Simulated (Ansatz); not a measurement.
Bi$_{2}$TeO$_{2}$:
```yaml
crystal:
  lattice:
    - [4.10206, 0.00000, 0.00000]
    - [-2.05103, 3.55248, 0.00000]
    - [0.00000, 0.00000, 7.41205]
  atoms:
    - { symbol: Bi, position: [0.66667, 0.33333, 0.79912] }
    - { symbol: Bi, position: [0.33333, 0.66667, 0.20088] }
    - { symbol: Te, position: [0.00000, 0.00000, 0.50000] }
    - { symbol: O, position: [0.66667, 0.33333, 0.11406] }
    - { symbol: O, position: [0.33333, 0.66667, 0.88594] }
```

Relaxed with PBE. Special points in fractions of this cell's reciprocal vectors: Γ (0.000, 0.000, 0.000); M (0.500, 0.000, 0.000); K (0.333, 0.333, 0.000); A (0.000, 0.000, 0.500); L (0.500, 0.000, 0.500); H (0.333, 0.333, 0.500).

Question: List the band energies nearest the valence-band maximum at these points for PBE (plane waves, PAW; program Ansatz).

Answer: In eV from the valence-band maximum; about four levels below and three above (degenerate sets whole), none deeper than 8.9 eV; points with the same levels are listed once.

| k | below | above |
|---|---|---|
| Γ | -2.66 -0.65 -0.10 -0.10 | 2.53 2.85 2.85 |
| M | -2.83 -2.04 -0.96 -0.71 | 1.87 2.72 2.87 |
| K | -2.38 -2.38 -1.28 -1.04 -1.04 | 1.55 1.55 2.87 |
| A | -1.67 -0.30 0.00 0.00 | 1.92 1.92 2.40 |
| L | -2.02 -1.68 -1.24 -0.71 | 0.83 3.11 3.55 |
| H | -3.23 -3.23 -1.61 -1.33 -1.33 | 2.56 2.56 2.69 |

Space group P-3m1. The start of the workflow was typed in or built on a structure type; neither database checked (COD, Materials Project) lists it. Whether it is the stable phase at ambient conditions was not checked. Symmetry was held in the PBE relaxation; whether a distortion lowers the energy is not shown. The volume moved by 26 % from the start of the relaxation. Scalar-relativistic: spin–orbit coupling is off unless named, which matters more the heavier the elements.

Potentials: the later of the program's two PAW sets.
